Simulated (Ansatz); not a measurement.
This is a relaxation of cell and atoms with Ansatz 0.2.0 on Al2SbP3 on the sites of Ca2ZnGa3 (No. 8); the level of theory is PBEsol. The start is a rough guess from atomic radii.

```yaml
crystal:
  lattice:
    - [5.56190026, -2.35039554, 0.0]
    - [5.56190026, 2.35039554, 0.0]
    - [-5.32209454, 0.0, 5.58838318]
  atoms:
    - { symbol: Al, position: [0.54191781, 0.54191781, 0.79209152] }
    - { symbol: Al, position: [0.45682906, 0.45682906, 0.20799813] }
    - { symbol: Sb, position: [0.16688537, 0.16688537, 0.60597549] }
    - { symbol: P, position: [0.83997636, 0.83997636, 0.39711084] }
    - { symbol: P, position: [0.83475948, 0.83475948, 0.77884633] }
    - { symbol: P, position: [0.15963193, 0.15963193, 0.21797769] }
kpoints:
  mp_grid: { grid: [6, 6, 4] }
hamiltonian:
  xc: pbesol
scf:
  occupations: { method: fermi_dirac, width: 0.03 }
relax:
  f_tol: 0.01
  cell: {}
  max_steps: 120
```

Of the 26 recorded frames of the trajectory, 22 are shown, each with fractional positions and then forces in eV/Å along x, y and z. Some frames, the last among them, repeat a geometry solved again on a basis re-selected at its cell; pressure is positive in compression.

Step 1: energy 0.0 meV/atom from step 1, largest force component 0.514 eV/Å, pressure -9.17 GPa; a = 6.038 Å, b = 6.038 Å, c = 7.717 Å, α = 129.44°, β = 129.44°, γ = 45.82°
```
Al 0.5419 0.5419 0.7921    -0.015   0.000   0.049
Al 0.4568 0.4568 0.2080    -0.013   0.000  -0.100
Sb 0.1669 0.1669 0.6060    -0.049   0.000  -0.272
P  0.8400 0.8400 0.3971    -0.506   0.000  -0.205
P  0.8348 0.8348 0.7788     0.514   0.000   0.461
P  0.1596 0.1596 0.2180     0.069   0.000   0.067
```

Step 2: energy -171.6 meV/atom from step 1, largest force component 0.773 eV/Å, pressure -5.78 GPa; a = 5.773 Å, b = 5.773 Å, c = 7.345 Å, α = 129.34°, β = 129.34°, γ = 46.09°
```
Al 0.5461 0.5461 0.7959    -0.002   0.000   0.207
Al 0.4518 0.4518 0.2023    -0.112   0.000  -0.242
Sb 0.1624 0.1624 0.5981    -0.357   0.000   0.126
P  0.8317 0.8317 0.3937    -0.622   0.000  -0.457
P  0.8462 0.8462 0.7888     0.773   0.000   0.642
P  0.1618 0.1618 0.2213     0.320   0.000  -0.277
```

Step 3: energy -308.7 meV/atom from step 1, largest force component 1.141 eV/Å, pressure -1.86 GPa; a = 5.549 Å, b = 5.549 Å, c = 6.992 Å, α = 129.03°, β = 129.03°, γ = 46.75°
```
Al 0.5516 0.5516 0.8052    -0.066   0.000   0.319
Al 0.4439 0.4439 0.1933    -0.193   0.000  -0.072
Sb 0.1597 0.1597 0.6035    -0.771   0.000   0.243
P  0.8126 0.8126 0.3753    -0.593   0.000  -1.141
P  0.8698 0.8698 0.8096     0.910   0.000   0.647
P  0.1623 0.1623 0.2131     0.712   0.000   0.005
```

Step 4: energy -417.4 meV/atom from step 1, largest force component 1.504 eV/Å, pressure +0.84 GPa; a = 5.439 Å, b = 5.439 Å, c = 6.811 Å, α = 128.87°, β = 128.87°, γ = 47.67°
```
Al 0.5551 0.5551 0.8142    -0.123   0.000   0.268
Al 0.4401 0.4401 0.1917    -0.170   0.000   0.228
Sb 0.1553 0.1553 0.6105    -0.888   0.000  -0.197
P  0.7899 0.7899 0.3439    -0.596   0.000  -1.504
P  0.8887 0.8887 0.8251     0.673   0.000   0.269
P  0.1709 0.1709 0.2145     1.103   0.000   0.937
```

Step 5: energy -501.4 meV/atom from step 1, largest force component 0.824 eV/Å, pressure +1.39 GPa; a = 5.391 Å, b = 5.391 Å, c = 6.725 Å, α = 128.58°, β = 128.58°, γ = 48.71°
```
Al 0.5563 0.5563 0.8199    -0.107   0.000  -0.417
Al 0.4392 0.4392 0.1944    -0.039   0.000   0.288
Sb 0.1472 0.1472 0.6110    -0.824   0.000  -0.406
P  0.7679 0.7679 0.3114    -0.152   0.000  -0.386
P  0.9018 0.9018 0.8354     0.503   0.000   0.190
P  0.1875 0.1875 0.2279     0.619   0.000   0.731
```

Step 6: energy -555.7 meV/atom from step 1, largest force component 0.551 eV/Å, pressure -0.44 GPa; a = 5.387 Å, b = 5.387 Å, c = 6.694 Å, α = 127.83°, β = 127.83°, γ = 49.45°
```
Al 0.5446 0.5446 0.8023    -0.237   0.000  -0.400
Al 0.4427 0.4427 0.2040     0.287   0.000   0.084
Sb 0.1327 0.1327 0.6075    -0.496   0.000  -0.322
P  0.7506 0.7506 0.2861     0.010   0.000   0.053
P  0.9179 0.9179 0.8453     0.520   0.000   0.551
P  0.2115 0.2115 0.2548    -0.086   0.000   0.034
```

Step 7: energy -592.1 meV/atom from step 1, largest force component 0.222 eV/Å, pressure +2.02 GPa; a = 5.362 Å, b = 5.362 Å, c = 6.516 Å, α = 127.17°, β = 127.17°, γ = 50.04°
```
Al 0.5243 0.5243 0.7768    -0.146   0.000   0.050
Al 0.4536 0.4536 0.2083    -0.036   0.000  -0.127
Sb 0.1158 0.1158 0.6011    -0.038   0.000   0.054
P  0.7359 0.7359 0.2685     0.096   0.000  -0.124
P  0.9420 0.9420 0.8694    -0.099   0.000  -0.044
P  0.2284 0.2284 0.2759     0.222   0.000   0.190
```

Q: How does the relaxation go on, and where does it end?

A: The middle of the trajectory is left out here.
Step 8 (rejected): energy -579.3 meV/atom from step 1, largest force component 1.911 eV/Å, pressure -0.21 GPa; a = 5.467 Å, b = 5.467 Å, c = 6.344 Å, α = 126.00°, β = 126.00°, γ = 50.54°
```
Al 0.5025 0.5025 0.7534     0.112   0.000   1.704
Al 0.4654 0.4654 0.2085    -0.531   0.000  -0.261
Sb 0.0982 0.0982 0.5907     0.198   0.000   0.416
P  0.7283 0.7283 0.2562     0.266   0.000  -0.218
P  0.9540 0.9540 0.8881     0.025   0.000   0.269
P  0.2517 0.2517 0.3031    -0.071   0.000  -1.911
```

Step 9: energy -606.7 meV/atom from step 1, largest force component 0.183 eV/Å, pressure -0.19 GPa; a = 5.416 Å, b = 5.416 Å, c = 6.418 Å, α = 126.27°, β = 126.27°, γ = 50.19°
```
Al 0.5209 0.5209 0.7771    -0.125   0.000  -0.062
Al 0.4542 0.4542 0.2043     0.028   0.000  -0.116
Sb 0.1107 0.1107 0.5983    -0.041   0.000  -0.014
P  0.7360 0.7360 0.2661     0.029   0.000  -0.059
P  0.9450 0.9450 0.8762     0.053   0.000   0.183
P  0.2332 0.2332 0.2780     0.057   0.000   0.069
```

Step 10: energy -617.6 meV/atom from step 1, largest force component 0.148 eV/Å, pressure +0.42 GPa; a = 5.402 Å, b = 5.402 Å, c = 6.234 Å, α = 124.82°, β = 124.82°, γ = 50.55°
```
Al 0.5150 0.5150 0.7751     0.005   0.000  -0.148
Al 0.4519 0.4519 0.1933     0.128   0.000  -0.113
Sb 0.1054 0.1054 0.5944    -0.042   0.000   0.059
P  0.7337 0.7337 0.2599    -0.023   0.000   0.056
P  0.9538 0.9538 0.8936    -0.129   0.000   0.097
P  0.2402 0.2402 0.2837     0.061   0.000   0.048
```

Step 11: energy -626.5 meV/atom from step 1, largest force component 0.243 eV/Å, pressure +0.21 GPa; a = 5.392 Å, b = 5.392 Å, c = 6.029 Å, α = 122.95°, β = 122.95°, γ = 51.11°
```
Al 0.5085 0.5085 0.7687     0.243   0.000  -0.009
Al 0.4519 0.4519 0.1783     0.019   0.000  -0.018
Sb 0.0997 0.0997 0.5929    -0.097   0.000   0.076
P  0.7324 0.7324 0.2553    -0.103   0.000   0.015
P  0.9595 0.9595 0.9173    -0.099   0.000   0.166
P  0.2479 0.2479 0.2875     0.037   0.000  -0.230
```

Step 16: energy -648.5 meV/atom from step 1, largest force component 0.128 eV/Å, pressure +0.19 GPa; a = 5.289 Å, b = 5.289 Å, c = 5.987 Å, α = 121.45°, β = 121.45°, γ = 54.02°
```
Al 0.5474 0.5474 0.7743    -0.072   0.000  -0.002
Al 0.4234 0.4234 0.1103     0.087   0.000  -0.065
Sb 0.0846 0.0846 0.5949     0.119   0.000  -0.043
P  0.7257 0.7257 0.2673    -0.035   0.000   0.014
P  0.9648 0.9648 0.9554    -0.041   0.000   0.128
P  0.2542 0.2542 0.2979    -0.058   0.000  -0.033
```

Step 17: energy -649.1 meV/atom from step 1, largest force component 0.049 eV/Å, pressure -0.18 GPa; a = 5.271 Å, b = 5.271 Å, c = 5.968 Å, α = 120.78°, β = 120.78°, γ = 54.68°
```
Al 0.5457 0.5457 0.7712    -0.010   0.000   0.049
Al 0.4225 0.4225 0.1049     0.028   0.000  -0.019
Sb 0.0847 0.0847 0.5958     0.019   0.000   0.010
P  0.7257 0.7257 0.2655    -0.028   0.000  -0.026
P  0.9669 0.9669 0.9657     0.003   0.000  -0.020
P  0.2545 0.2545 0.2970    -0.012   0.000   0.006
```

Step 18: energy -649.4 meV/atom from step 1, largest force component 0.034 eV/Å, pressure -0.04 GPa; a = 5.285 Å, b = 5.285 Å, c = 6.009 Å, α = 121.32°, β = 121.32°, γ = 54.05°
```
Al 0.5451 0.5451 0.7735     0.007   0.000   0.004
Al 0.4224 0.4224 0.1051    -0.034   0.000  -0.004
Sb 0.0858 0.0858 0.5932    -0.004   0.000   0.034
P  0.7249 0.7249 0.2663     0.012   0.000   0.000
P  0.9665 0.9665 0.9647     0.000   0.000  -0.021
P  0.2553 0.2553 0.2972     0.019   0.000  -0.012
```

Step 19: energy -649.6 meV/atom from step 1, largest force component 0.026 eV/Å, pressure +0.06 GPa; a = 5.280 Å, b = 5.280 Å, c = 5.993 Å, α = 121.14°, β = 121.14°, γ = 54.10°
```
Al 0.5449 0.5449 0.7732    -0.005   0.000  -0.004
Al 0.4225 0.4225 0.1057     0.008   0.000  -0.005
Sb 0.0865 0.0865 0.5951     0.003   0.000   0.001
P  0.7251 0.7251 0.2660    -0.019   0.000  -0.011
P  0.9663 0.9663 0.9634     0.009   0.000  -0.007
P  0.2547 0.2547 0.2966     0.004   0.000   0.026
```

Step 20: energy -649.7 meV/atom from step 1, largest force component 0.029 eV/Å, pressure +0.06 GPa; a = 5.272 Å, b = 5.272 Å, c = 5.987 Å, α = 120.86°, β = 120.86°, γ = 54.20°
```
Al 0.5449 0.5449 0.7733    -0.002   0.000  -0.001
Al 0.4217 0.4217 0.1047     0.023   0.000  -0.018
Sb 0.0866 0.0866 0.5963     0.028   0.000   0.019
P  0.7244 0.7244 0.2647    -0.029   0.000  -0.003
P  0.9675 0.9675 0.9631    -0.010   0.000  -0.008
P  0.2549 0.2549 0.2978    -0.010   0.000   0.011
```

Step 21: energy -649.7 meV/atom from step 1, largest force component 0.021 eV/Å, pressure -0.05 GPa; a = 5.265 Å, b = 5.265 Å, c = 5.999 Å, α = 120.68°, β = 120.68°, γ = 54.22°
```
Al 0.5448 0.5448 0.7737     0.002   0.000  -0.004
Al 0.4207 0.4207 0.1032     0.018   0.000  -0.008
Sb 0.0881 0.0881 0.5984     0.019   0.000   0.003
P  0.7233 0.7233 0.2635    -0.021   0.000   0.004
P  0.9681 0.9681 0.9627    -0.008   0.000   0.000
P  0.2551 0.2551 0.2986    -0.010   0.000   0.006
```

Step 22: energy -649.8 meV/atom from step 1, largest force component 0.008 eV/Å, pressure -0.05 GPa; a = 5.260 Å, b = 5.260 Å, c = 6.018 Å, α = 120.75°, β = 120.75°, γ = 54.19°
```
Al 0.5450 0.5450 0.7742     0.002   0.000   0.005
Al 0.4201 0.4201 0.1025    -0.003   0.000   0.001
Sb 0.0892 0.0892 0.5985    -0.007   0.000   0.007
P  0.7227 0.7227 0.2635     0.001   0.000  -0.002
P  0.9677 0.9677 0.9623     0.001   0.000  -0.003
P  0.2553 0.2553 0.2990     0.005   0.000  -0.008
```

Step 23: energy -649.8 meV/atom from step 1, largest force component 0.008 eV/Å, pressure 0.00 GPa; a = 5.259 Å, b = 5.259 Å, c = 6.022 Å, α = 120.80°, β = 120.80°, γ = 54.17°
```
Al 0.5450 0.5450 0.7745    -0.002   0.000   0.000
Al 0.4201 0.4201 0.1025    -0.002   0.000   0.002
Sb 0.0891 0.0891 0.5990     0.008   0.000  -0.006
P  0.7228 0.7228 0.2635     0.002   0.000  -0.003
P  0.9676 0.9676 0.9618    -0.003   0.000   0.004
P  0.2553 0.2553 0.2987    -0.003   0.000   0.003
```

Step 24: energy -649.4 meV/atom from step 1, largest force component 0.008 eV/Å, pressure -0.02 GPa; a = 5.259 Å, b = 5.259 Å, c = 6.022 Å, α = 120.80°, β = 120.80°, γ = 54.17°
```
Al 0.5450 0.5450 0.7745    -0.002   0.000   0.000
Al 0.4201 0.4201 0.1025    -0.002   0.000   0.002
Sb 0.0891 0.0891 0.5990     0.008   0.000  -0.006
P  0.7228 0.7228 0.2635     0.002   0.000  -0.003
P  0.9676 0.9676 0.9618    -0.003   0.000   0.004
P  0.2553 0.2553 0.2987    -0.003   0.000   0.003
```

Step 25: energy -649.4 meV/atom from step 1, largest force component 0.001 eV/Å, pressure +0.02 GPa; a = 5.258 Å, b = 5.258 Å, c = 6.018 Å, α = 120.77°, β = 120.77°, γ = 54.19°
```
Al 0.5450 0.5450 0.7744     0.001   0.000   0.000
Al 0.4202 0.4202 0.1027     0.000   0.000   0.001
Sb 0.0892 0.0892 0.5987     0.000   0.000   0.000
P  0.7229 0.7229 0.2635    -0.001   0.000   0.001
P  0.9675 0.9675 0.9619     0.000   0.000   0.000
P  0.2552 0.2552 0.2988     0.000   0.000  -0.001
```

Step 26: energy -649.4 meV/atom from step 1, largest force component 0.001 eV/Å, pressure +0.02 GPa; a = 5.258 Å, b = 5.258 Å, c = 6.018 Å, α = 120.77°, β = 120.77°, γ = 54.19°
```
Al 0.5450 0.5450 0.7744     0.001   0.000   0.000
Al 0.4202 0.4202 0.1027     0.000   0.000   0.001
Sb 0.0892 0.0892 0.5987     0.000   0.000   0.000
P  0.7229 0.7229 0.2635    -0.001   0.000   0.001
P  0.9675 0.9675 0.9619     0.000   0.000   0.000
P  0.2552 0.2552 0.2988     0.000   0.000  -0.001
```

The walk took 24 steps, besides SCFs solved again on a fresh basis, and changed the volume by -24.4 %. The last SCF, on a fresh basis, lies 649 meV an atom below the first. Final cell: space group Cm (No. 8), monoclinic; conventional cell a = 9.362 Å, b = 4.790 Å, c = 6.018 Å, β = 125.1°, 18.40 Å³ an atom. Al is surrounded by 4 P at 2.41–2.91 Å and 2 Sb at 2.74 Å; Al is surrounded by 4 P at 2.41–2.66 Å and 1 Sb at 2.83 Å; Sb is surrounded by 3 Al at 2.74–2.83 Å and 1 P at 2.81 Å; P is surrounded by 2 P at 2.41 Å and 2 Al at 2.41 Å and 1 Sb at 2.81 Å; P is surrounded by 1 P at 2.26 Å and 4 Al at 2.66–2.91 Å; P is surrounded by 3 P at 2.26–2.41 Å and 2 Al at 2.42–2.57 Å.

Run as `ansatz run input.yaml --threads 2 --pin off --max-ram 2211MiB --backend cpu --events-out ev --progress --plain --runs-dir out`.

Q: It ran on 2 threads of Arm Neoverse V1, on a shared host, load about 0.7 per core. About how long did it take, and how much host memory at the peak?

A: About 3.2 min, with a peak of 0.49 GiB.

Values at 0 K without nuclear motion; spin polarisation is off, and the phase may be a hypothetical one.
